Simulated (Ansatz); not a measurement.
Cell and atoms are relaxed with the symmetry kept. Start:

```
Si Mo
1.0
    -1.60842    1.60842    3.93651
     1.60842   -1.60842    3.93651
     1.60842    1.60842   -3.93651
Si Mo
2 1
Direct
  0.33510 0.33510 0.00000
  0.66490 0.66490 0.00000
  0.00000 0.00000 0.00000
```

Level of theory: DFT PBEsol, scalar-relativistic, plane waves, PAW (Ansatz).

Cutoff 420 eV; k points 18×18×18 on the computed 3-atom cell (Γ-centred); Gaussian smearing, width 0.10 eV; no spin polarisation.

What does it relax to?

The volume falls by 0.31 Å³/atom to 13.27 Å³/atom, and the energy falls by 4.9 meV/atom. Final structure:
```
Si Mo
1.0
    -1.59512    1.59512    3.91049
     1.59512   -1.59512    3.91049
     1.59512    1.59512   -3.91049
Si Mo
2 1
Direct
  0.33509 0.33509 0.00000
  0.66491 0.66491 0.00000
  0.00000 0.00000 0.00000
```

Course of the relaxation (steps run on the plane waves of an earlier cell, and the basis is chosen afresh near the end, so energy and pressure can step there; trial steps that raised the energy were taken back; energies are free energies):

```csv
step,E − E_final (meV/atom),largest force component (eV/Å),P (GPa),V (Å³/atom)
1,4.9,0.048,-4.89,13.58
2,0.5,0.039,1.68,13.17
3,-0.1,0.009,-0.06,13.27
4,-0.1,0.003,-0.01,13.27
5,0.0,0.003,-0.01,13.27
```

Cost: 1 run of about 0.99 core-minutes, on Intel Xeon Platinum 8488C (Sapphire Rapids) (shared hosts).